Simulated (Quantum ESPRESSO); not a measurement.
# B2SiN2O2: convergence and cost over cutoff and k mesh

Simulated, not a measurement. The program is pw.x of Quantum ESPRESSO 7.5 (plane-wave density functional theory). The cell is made up: 7 atoms on a wurtzite lattice with one site empty, with randomly drawn elements, strain and displacements, not relaxed. PseudoDojo standard norm-conserving files (v0.5 for PBE, v0.4.1 for LDA and PBEsol) set the functional; there is no spin polarisation, spin-orbit coupling or dispersion term, and the masses in the input are unused placeholders.

Input of the run in row 4:

```
&control calculation='scf', pseudo_dir='./dojo.nc.sr.pbe.v0_5.standard.upf', outdir='./o', disk_io='medium', tprnfor=.true., tstress=.true. /
&system ibrav=0, nat=7, ntyp=4, nbnd=22, ecutwfc=84.00895049, nosym=.true., tot_charge=0,
 occupations='smearing', smearing='fd', degauss=0.0018374661
/
&electrons conv_thr=7.350e-09, electron_maxstep=60, /
ATOMIC_SPECIES
B 1.0 B.upf
N 1.0 N.upf
O 1.0 O.upf
Si 1.0 Si.upf
CELL_PARAMETERS angstrom
2.6592 0.0 0.0
0.0 4.6059 0.0
0.0 0.0 4.3425
ATOMIC_POSITIONS angstrom
B -0.0654 -0.0134 -0.0028
Si 1.3655 2.3356 -0.0122
B 1.3579 0.7558 2.1473
N -0.058 -0.0248 1.6197
O 1.3116 2.3345 1.672
O 1.3449 0.788 3.8165
N -0.0332 3.0497 3.8193
K_POINTS automatic
7 4 4 1 1 1
```

The same cell was run at these settings. Meshes are shifted by half a step, and differences are from the last row, which is itself not exact.

| cutoff (eV) | k mesh | k points solved | threshold (eV) | free energy less the last row's (eV) | pressure (GPa) | largest stress difference (GPa) | largest force difference (eV/Å) | iterations | wall time (s) | k-point pools | processor |
| --- | --- | --- | --- | --- | --- | --- | --- | --- | --- | --- | --- |
| 800 | 2 x 2 x 2 | 4 | 1e-04 | -0.385 | -0.23 | 21.25 | 0.541 | 8 | 10 | 1 | AMD EPYC, Zen 5 class |
| 1143 | 2 x 2 x 2 | 4 | 1e-07 | -0.858 | 9.70 | 11.40 | 0.557 | 11 | 16 | 1 | AMD EPYC, Zen 5 class |
| 580 | 7 x 4 x 4 | 56 | 1e-07 | 5.449 | -46.71 | 58.87 | 0.204 | 11 | 43 | 1 | AMD EPYC, Zen 5 class |
| 1143 | 7 x 4 x 4 | 56 | 1e-07 | 0.001 | 11.02 | 0.02 | 0.002 | 12 | 122 | 1 | AMD EPYC, Zen 5 class |
| 1437 | 9 x 6 x 6 | 162 | 1e-07 | 0.000 | 11.03 | 0.00 | 0.000 | 12 | 548 | 1 | AMD EPYC, Zen 5 class |

Each pool is one process. Wall times include start-up and a band step at six k points, which weighs most on the coarsest meshes. The runs were on shared virtual cores whose load varied, so times are rough.